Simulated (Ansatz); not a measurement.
**A trial form of LiCaF3**

Theory: Ansatz, DFT PBE, scalar-relativistic, plane waves, PAW. Cutoff 420 eV, Gaussian smearing, Γ-centred meshes. Cell and atoms relax first on a coarse mesh and then on a converged one. In between, the cell is made exact in the group found at 0.06 Å. The steps can't lower the symmetry of their start. No spin polarisation.

The cell of LiCaF3 is invented: perovskite family, tilts a0a0c+ (P4/mbm, No. 127) (A site Ca; B site Li; X site F). Lengths were set from tabulated atomic sizes, so they are only a guess.

```
Li Ca F
1.0
     5.50569    0.00000    0.00000
     0.00000    5.50569    0.00000
     0.00000    0.00000    3.89311
Li Ca F
2 2 6
Direct
  0.50000 0.50000 0.00000
  0.00000 0.00000 0.00000
  0.00000 0.50000 0.50000
  0.50000 0.00000 0.50000
  0.77523 0.27523 0.00000
  0.72477 0.77523 0.00000
  0.50000 0.50000 0.50000
  0.22477 0.72477 0.00000
  0.27523 0.22477 0.00000
  0.00000 0.00000 0.50000
```

Energies over the elements count from the elements' standard structures at the same level (F₂ as a molecule), with no fitted energy shifts.

Problem. Describe the relaxed structure.

Solution. The symmetry stays P4/mbm (No. 127). The volume per atom shrinks by 5.9 %, from 11.8 to 11.1 Å³. The shortest distance goes from 1.95 Å (Li–F) to 1.90 Å (Li–F). The energy falls by about 0.08 eV/atom (the start's value is from the coarse mesh). Conventional cell: a = 5.404 Å, c = 3.802 Å. Around Li lie 6 F at 1.90–1.99 Å and 8 Ca at 3.30 Å; Ca is surrounded by 4 F at 2.33 Å, 4 F at 2.70 Å, 4 F at 3.11 Å and 8 Li at 3.30 Å; around F on a site of symmetry m2m lie 2 Li at 1.99 Å and 2 Ca at 2.33 Å; F on a site of symmetry 4/m has 2 Li at 1.90 Å.

```cif
data_structure
_symmetry_space_group_name_H-M 'P4/mbm'
_symmetry_Int_Tables_number 127
_cell_length_a 5.4038
_cell_length_b 5.4038
_cell_length_c 3.8017
_cell_angle_alpha 90.000
_cell_angle_beta 90.000
_cell_angle_gamma 90.000
_cell_volume 111.01
loop_
_atom_site_label
_atom_site_type_symbol
_atom_site_symmetry_multiplicity
_atom_site_Wyckoff_symbol
_atom_site_fract_x
_atom_site_fract_y
_atom_site_fract_z
_atom_site_occupancy
Li1 Li 2 a 0.50000 0.50000 0.00000 1
Ca1 Ca 2 c 0.00000 0.50000 0.50000 1
F1 F 4 g 0.82282 0.32282 0.00000 1
F2 F 2 b 0.50000 0.50000 0.50000 1
```

Problem. Give its energy and gap.

Solution. The energy over the elements is −3.417 eV/atom. The gap on the 4×4×6 mesh of the 10-atom cell is 6.78 eV.

It lies below the elements, which doesn't yet make it stable against other compounds or structures.

The last run used Gaussian smearing of 0.02 eV. Kohn–Sham gaps at this level usually fall short of measured ones. Symmetry constrained the relaxation, so the result can be a saddle point. In all, the 3 runs took 2.4 min on 1 thread of Intel(R) Xeon(R) Processor @ 2.50GHz (Skylake/Cascade Lake) (shared host).
